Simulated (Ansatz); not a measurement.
A relaxed cell of ZnPb6F is given with its symmetry left out. The cell was found from a structure generator's guess, not taken from experiment.

These are results of DFT PBE, scalar-relativistic, plane waves, PAW (Ansatz), not measurements. Cutoff 420 eV, Γ-centred mesh, Gaussian smearing, no spin polarisation.

```
CELL_PARAMETERS angstrom
0.00000 5.36420 5.36420
5.36420 0.00000 5.36420
5.36420 5.36420 0.00000
ATOMIC_POSITIONS crystal
Zn 0.00000 0.00000 0.00000
Pb 0.74407 0.25593 0.25593
Pb 0.25593 0.74407 0.74407
Pb 0.25593 0.74407 0.25593
Pb 0.74407 0.25593 0.74407
Pb 0.25593 0.25593 0.74407
Pb 0.74407 0.74407 0.25593
F 0.50000 0.50000 0.50000
```

Formation energies are uncorrected and refer to the elements' standard structures at the same level (F₂ as a molecule).

(1) What space group does it have?

(2) How far does it lie from the elements in energy?

(3) Is it a metal?

## Answers

(1) Fm-3m (No. 225). Conventional cell: a = 10.728 Å. Zn has 6 Pb at 2.75 Å; Pb is surrounded by 1 F at 2.62 Å and 1 Zn at 2.75 Å; F has 6 Pb at 2.62 Å.

(2) +0.13 eV/atom. The separate elements lie lower, so it is unstable against them.

(3) Yes, bands cross the Fermi level on the 6×6×6 mesh.

The last run used a 6×6×6 mesh for its 8-atom cell and Gaussian smearing of 0.10 eV. Spin–orbit coupling, which can matter for Pb, is left out. A structure relaxed within its symmetry needn't be a true minimum.
